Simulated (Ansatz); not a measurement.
## ScPd$_{3}$: pressure against volume

ScPd$_{3}$, Pm-3m, a = 3.943 Å. The structure is a COD entry; whether it is the stable form wasn't checked. Ansatz: PBEsol, PAW, 420 eV, Γ-centred 10×10×10 mesh on 4 atoms, Gaussian smearing 0.10 eV; no spin polarisation. Symmetry fixes shape and atoms, so the cell is only scaled; pressure is positive in compression.

| V (Å³/atom) | P (GPa) |
| --- | --- |
| 13.484 | 29.48 |
| 13.944 | 20.06 |
| 14.403 | ? |
| 14.863 | 5.56 |
| 15.323 | 0.03 |
| 15.782 | -4.60 |
| 16.242 | -8.46 |
| 16.855 | -12.65 |

Take V0 = 15.323 Å³/atom, count pressures from its P0 = 0.03 GPa, fit the third-order Birch–Murnaghan form to the other rows, and predict the missing pressure.

With the Eulerian strain f = ½[(V0/V)^(2/3) − 1] and y = (P − P0)/[3f(1 + 2f)^(5/2)], the form is the line y = B0 + 1.5 B0 (B0′ − 4) f. Rows (f, y): 0.04449, 178.3; 0.03244, 175.9; 0.01026, 170.8; -0.00974, 166.4; -0.01904, 163.8; -0.03078, 161.0. Means f = 0.004605, y = 169.37; Σ(Δf)² = 0.004415, ΣΔfΔy = 1.017; the slope is their ratio. y = 168.3 + 230.3 f GPa, so B0 = 168.3 GPa and B0′ = 4 + 2 × (230.3)/(3 × 168.3) = 4.91. At V = 14.403, f = 0.02107, y = 173.15 and P = 12.16 GPa. The run gave 12.17 GPa, so the fit is 0.01 GPa too low, within the rms miss on the fitted rows (0.02 GPa).

Cost: 8 runs of about 0.42 core-minutes in all, on AMD EPYC 9R45 (Zen 5) (shared hosts).